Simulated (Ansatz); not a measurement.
**A film clamped to a substrate in Mg**

Level of theory: Ansatz 0.2.0, DFT PBEsol, scalar-relativistic, plane waves, PAW. Cutoff 420 eV, Γ-centred 18×18×18 k-points, Gaussian smearing of 0.15 eV. No spin polarisation. Energies are free energies at this smearing, counted from the undisturbed cell; pressure is positive in compression.

The undisturbed cell (as given, not relaxed at this level; it stands at 0.1 GPa; this fcc form isn't the usual structure):

```
Mg
1.0
     0.00000    2.24426    2.24426
     2.24426    0.00000    2.24426
     2.24426    2.24426    0.00000
Mg
1
Direct
  0.00000 0.00000 0.00000
```

The cell (1 atom, V0 = 22.61 Å³) is strained by p along both x and y and by q along z, fractional coordinates fixed. τp = (1/V0) ∂E/∂p = (σxx + σyy)(1 + p)(1 + q) and τq = (1/V0) ∂E/∂q = σzz(1 + p)², with tension positive.

```
     p q  ΔE (meV/atom)  τp (GPa)  τq (GPa)
 0.000   0.000           0.00     -0.26     -0.13
-0.015   0.000           3.12     -2.73     -1.13
 0.015   0.000           1.85      1.96      0.82
 0.000  -0.015           1.00     -1.27     -0.82
 0.000   0.015           0.45      0.67      0.56
```

**Question.** Get the second derivatives of the energy density.

**Answer.** Central differences give A = ∂τp/∂p = 157 GPa (C11 + C22 + 2 C12), C = ∂τq/∂q = 46 GPa (C33) and the cross term B = ∂τq/∂p = 65 GPa (C13 + C23); ∂τp/∂q = 65 GPa must equal B, and any difference shows higher-order terms. The ions are clamped. In a cubic crystal C11 = C = 46, C12 = B/2 = 32 GPa and A should be 2(C11 + C12) = 156 GPa; the bulk modulus is (C11 + 2 C12)/3 = 37 GPa.

**Question.** A film of this crystal grows with z along the normal on a substrate that imposes p. How does its thickness respond, and what does the misfit cost?

**Answer.** Count p and q from the stress-free cell. A free surface needs τq = 0, so q = −(B/C) p = -1.42 p. The energy density left is (A − B²/C) p²/2 = M p², with the biaxial modulus M = 32 GPa; a misfit of 1 % costs 0.45 meV/atom, against 1.10 meV/atom if the thickness were held.

In a metal these slopes depend on the k mesh and the smearing.